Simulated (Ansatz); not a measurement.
CaHCl:
```
CaHCl
1.0
    3.80623     0.00000     0.00000
    0.00000     3.80623     0.00000
    0.00000     0.00000     6.91311
Ca H Cl
2 2 2
Cartesian
  0.00000   1.90311   5.59025
  1.90311   0.00000   1.32286
  1.90311   1.90311   0.00000
  0.00000   0.00000   0.00000
  1.90311   0.00000   4.51580
  0.00000   1.90311   2.39731
```

Relaxed with r²SCAN. r²SCAN in the plane-wave PAW code Ansatz gives a gap of 4.25 eV.

Q: What gap does HSE06 give on the same cell (Ansatz, PAW)?

A: 4.97 eV, 0.72 eV more. The hybrid was solved on a coarser mesh and at special points; the gap given is the minimum over both.

```tsv
k	v1 r²SCAN	c1 r²SCAN	v1 HSE06	c1 HSE06
Γ	-0.02	4.61	___	___
Z	0.00	4.25	0.00	4.97
M	-1.04	4.87	-1.20	5.46
A	-0.90	5.86	___	___
R	-0.89	5.65	___	___
X	-0.46	5.34	___	___
```

Q: Top valence (v1) and lowest conduction level (c1) in eV from each method's valence maximum (which need not be a listed point): supply the withheld HSE06 values.

A: 
- R, v1 HSE06: -1.04
- R, c1 HSE06: 6.47
- Γ, v1 HSE06: -0.02
- Γ, c1 HSE06: 5.39
- X, v1 HSE06: -0.57
- X, c1 HSE06: 6.14
- A, v1 HSE06: -1.03
- A, c1 HSE06: 6.53

Cost on shared cores: the r²SCAN run (SCF on a 7×7×4 mesh, then bands and DOS) very roughly 80 core-seconds, the HSE06 run (SCF on 4×4×3, then a few points) very roughly 100 core-seconds; the tasks are unlike.

Space group P4/nmm. The workflow started from a Materials Project entry (that database holds measured and hypothetical structures alike); the Crystallography Open Database files this formula in space group No. 129, but the cells were not matched. Whether it is the stable phase at ambient conditions was not checked. The cell was relaxed with r²SCAN under the symmetry of its start; whether a distortion lowers the energy is not shown.

Potentials: the later of the program's two PAW sets.
